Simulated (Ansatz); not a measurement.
# NbRh under strong compression

```
Nb Rh
1.0
     2.84200    0.00000    0.00000
     0.00000    2.84200    0.00000
     0.00000    0.00000    3.80900
Nb Rh
1 1
Direct
  0.00000 0.00000 0.00000
  0.50000 0.50000 0.50000
```

The base volume is that of a database entry, so it needn't be at zero pressure; the structure needn't be the stable phase, at rest or compressed.

Its volume is scaled at fixed shape and fractional positions.

All numbers are LDA results (scalar-relativistic) from Ansatz 0.2.0, with a Γ-centred 13×13×10 k mesh, Fermi–Dirac smearing of 0.05 eV, no spin polarisation. Methods: LAPW: all electrons, basis error target 1 meV/atom; PAW: frozen-core files, cutoff 420 eV; norm-conserving: pseudopotentials, cutoff 1197 eV.

Energies are extrapolated to zero smearing and count from the unscaled cell; pressure is positive in compression; gaps take the mesh and a band path. No temperature or zero-point motion is included.

The PAW files were made under PBE.

```tsv
V/V0	V (Å³/atom)	P LAPW (GPa)	ΔE LAPW (eV/atom)	P PAW − LAPW (GPa)	ΔE PAW − LAPW (meV/atom)
1.00	15.38	-5.62	0.000	-0.03	0.0
0.60	9.23	351.8	?	-0.55	-6.5
0.50	7.69	704.7	9.039	-1.89	-16.6
0.40	6.15	1478	18.998	-8.99	-59.1
```

Question: What belongs in the row "0.60", column "ΔE LAPW (eV/atom)"?

Answer: 4.169.

Question: From the table, what is the rise of the enthalpy H = E + pV up to the last row, and how stiff is the crystal between the last two rows?

Answer: ΔH = 18.998 eV + (1478 GPa × 6.15 Å³ + 5.62 GPa × 15.38 Å³) × 0.006242 eV/(GPa·Å³) = 76.30 eV/atom, of which pV makes 75 %. The mean bulk modulus there is −ΔP/Δln V = 3470 GPa.

Question: At the smallest volume, how far does norm-conserving lie from LAPW in pressure?

Answer: norm-conserving: +17.45 GPa, on a LAPW pressure of 1478 GPa.

Question: How do the Löwdin populations by LAPW change from the unscaled cell to the last row?

Answer: Nb 4s 1.94 → 1.79, Nb 5s 0.77 → 0.38, Nb 4p 5.98 → 5.79, Nb 4d 4.27 → 5.44, Rh 4s 1.95 → 1.85, Rh 5s 0.77 → 0.43, Rh 4p 5.99 → 5.92, Rh 4d 8.20 → 8.25 electrons an atom. These are projections on the shells that the free atoms fill; 0.14 e a cell lies outside them at the start and 0.18 e at the end.
